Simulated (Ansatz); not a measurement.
Cu:
```cif
data_Cu2
_chemical_formula_sum 'Cu2'
_space_group_name_H-M_alt 'I4/mmm'
_space_group_IT_number 139
_space_group_name_Hall '-I 4 2'
_cell_length_a 2.89598
_cell_length_b 2.89598
_cell_length_c 2.73787
_cell_angle_alpha 90.000
_cell_angle_beta 90.000
_cell_angle_gamma 90.000
loop_
_atom_site_label
_atom_site_type_symbol
_atom_site_symmetry_multiplicity
_atom_site_Wyckoff_symbol
_atom_site_fract_x
_atom_site_fract_y
_atom_site_fract_z
_atom_site_occupancy
Cu1 Cu 2 a 0.00000 0.00000 0.00000 1
```
(The calculation used a cell of 1 atom; values per cell refer to that cell.)

Relaxed with r²SCAN.

### Question
Tabulate the valence density and the electron localisation function along the shortest Cu–Cu contact (2.46 Å), DFT-r²SCAN in the program Ansatz with PAW potentials.

### Answer


```csv
distance from Cu (Å),density (e/Å³),ELF
0.25,38.89,0.80
0.37,19.79,0.58
0.49,8.64,0.36
0.62,3.59,0.25
0.74,1.54,0.20
0.86,0.71,0.17
0.99,0.42,0.17
1.11,0.33,0.19
1.23,0.30,0.21
1.35,0.33,0.19
1.48,0.42,0.17
1.60,0.71,0.17
1.72,1.54,0.20
1.85,3.59,0.25
1.97,8.64,0.36
2.09,19.79,0.58
2.22,38.89,0.80
```

The density is the valence pseudo-density with augmentation charge, so density and ELF within about 1 Å of a nucleus are not all-electron values.

The first step of the workflow began from a Materials Project structure, measured or hypothetical; the Crystallography Open Database copy checked does not list it. It is not the phase usual at ambient conditions (space group No. 225). The cell was relaxed with r²SCAN under the symmetry of its start. At this level the phase is mechanically unstable. No spin polarisation was allowed.

Potentials: the later of the program's two PAW sets.
